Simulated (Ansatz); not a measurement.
La:
```yaml
crystal:
  lattice:
    - [3.76444, 0.00000, 0.00000]
    - [-1.88222, 3.26010, 0.00000]
    - [0.00000, 0.00000, 12.09954]
  atoms:
    - { symbol: La, position: [0.00000, 0.00000, 0.00000] }
    - { symbol: La, position: [0.00000, 0.00000, 0.50000] }
    - { symbol: La, position: [0.33333, 0.66667, 0.25000] }
    - { symbol: La, position: [0.66667, 0.33333, 0.75000] }
```

Relaxed with PBE. Special points in fractions of this cell's reciprocal vectors: Γ (0.000, 0.000, 0.000); M (0.500, 0.000, 0.000); K (0.333, 0.333, 0.000); A (0.000, 0.000, 0.500); L (0.500, 0.000, 0.500); H (0.333, 0.333, 0.500).

Q: List the band energies nearest the Fermi level at these points for the program Ansatz at the PBE level (PAW).

A: In eV from the Fermi level; about four levels below and three above (degenerate sets whole), none deeper than 8.9 eV; points with the same levels are listed once.

| k | below | above |
|---|---|---|
| Γ | -3.23 -1.90 -1.90 -1.77 | 0.48 0.61 1.21 |
| M | -1.08 -0.67 -0.30 -0.21 | 0.42 0.91 1.17 |
| K | -0.91 -0.91 -0.67 -0.52 -0.52 | 0.01 0.17 0.17 |
| A | -2.77 -2.77 -1.70 -1.70 | 0.76 0.76 1.18 1.18 |
| L | -1.40 -1.40 -1.07 -1.07 | 0.63 0.63 1.20 1.20 |
| H | -0.03 -0.03 -0.03 -0.03 | 0.85 0.85 0.87 0.87 |

Space group P6_3/mmc (dhcp (α-La type)). Symmetry was held in the PBE relaxation. Scalar-relativistic: spin–orbit coupling is off unless named, which matters more the heavier the elements.

Potentials: the earlier of the program's two PAW sets.
